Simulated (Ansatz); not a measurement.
IrRu:
```cif
data_IrRu
_chemical_formula_sum 'Ru1 Ir1'
_space_group_name_H-M_alt 'P 1'
_space_group_IT_number 1
_cell_length_a 4.63109
_cell_length_b 4.63109
_cell_length_c 4.63109
_cell_angle_alpha 33.491
_cell_angle_beta 33.491
_cell_angle_gamma 33.491
loop_
_space_group_symop_operation_xyz
  'x, y, z'
loop_
_atom_site_label
_atom_site_type_symbol
_atom_site_fract_x
_atom_site_fract_y
_atom_site_fract_z
_atom_site_occupancy
Ru1 Ru 0.50000 0.50000 0.50000 1
Ir1 Ir 0.00000 0.00000 0.00000 1
```

Relaxed with LDA.

### Question
Which orbitals make up the states near the Fermi level in LDA in the plane-wave PAW code Ansatz?

### Answer
Within 0.5 eV of the Fermi level: Ru 4d 56 %, Ir 5d 38 %. Projections are on Löwdin-orthogonalised atomic valence shells; empty p or d shells of many metals are not among them.

### Question
Tabulate the density of states.

### Answer
States/eV per cell of 2 atoms, in 0.25 eV bins, energy from the Fermi level.

```tsv
E (eV)	total	Ru 4d	Ir 5d	Ir 6s
-7.85	0.38	0.05	0.09	0.17
-7.60	0.84	0.15	0.34	0.25
-7.35	1.01	0.19	0.46	0.27
-7.10	1.49	0.29	0.80	0.28
-6.85	1.49	0.36	0.81	0.19
-6.60	1.88	0.59	0.96	0.14
-6.35	2.36	0.81	1.20	0.10
-6.10	2.64	0.92	1.34	0.08
-5.85	2.77	0.95	1.45	0.06
-5.60	2.55	0.91	1.41	0.06
-5.35	1.76	0.68	0.95	0.04
-5.10	1.76	0.63	1.00	0.04
-4.85	2.04	0.81	1.11	0.05
-4.60	2.61	1.16	1.29	0.07
-4.35	2.12	0.79	1.17	0.07
-4.10	1.95	0.76	1.02	0.07
-3.85	2.19	0.97	1.04	0.07
-3.60	2.95	1.26	1.46	0.10
-3.35	2.71	1.17	1.30	0.09
-3.10	2.92	1.39	1.31	0.06
-2.85	3.29	1.66	1.39	0.06
-2.60	2.77	1.55	0.99	0.06
-2.35	2.31	1.19	0.90	0.05
-2.10	1.78	0.89	0.72	0.04
-1.85	2.14	1.03	0.91	0.04
-1.60	2.04	0.92	0.95	0.04
-1.35	2.09	1.02	0.90	0.04
-1.10	2.22	1.27	0.79	0.03
-0.85	2.29	1.33	0.81	0.03
-0.60	1.99	1.08	0.77	0.03
-0.35	1.80	0.97	0.71	0.03
-0.10	1.69	0.96	0.62	0.03
0.15	1.78	1.02	0.66	0.03
0.40	1.82	1.00	0.72	0.03
0.65	1.98	1.04	0.84	0.03
0.90	2.24	1.14	1.00	0.04
1.15	2.99	1.55	1.33	0.04
1.40	2.82	1.56	1.14	0.04
1.65	1.95	1.16	0.67	0.05
1.90	1.21	0.62	0.44	0.06
2.15	0.51	0.21	0.13	0.07
2.40	0.49	0.17	0.12	0.07
2.65	0.49	0.15	0.12	0.08
2.90	0.49	0.13	0.11	0.08
3.15	0.50	0.12	0.11	0.09
3.40	0.50	0.10	0.10	0.09
3.65	0.50	0.09	0.10	0.09
3.90	0.50	0.08	0.09	0.09
4.15	0.50	0.08	0.08	0.10
4.40	0.50	0.07	0.07	0.10
4.65	0.48	0.06	0.07	0.10
```

Space group R-3m. The first step of the workflow began from a Materials Project structure, measured or hypothetical; the Crystallography Open Database copy checked does not list it. With Ru and Ir taken as one species the cell has the higher symmetry Fm-3m, so it may be an ordered model of a mixed-site phase. Its standing as an ambient phase is unchecked. Symmetry was held in the LDA relaxation; its stability against distortions is not shown here. The run is not spin-polarised. Spin–orbit coupling is left out wherever it is not named.

Potentials: the later of the program's two PAW sets.
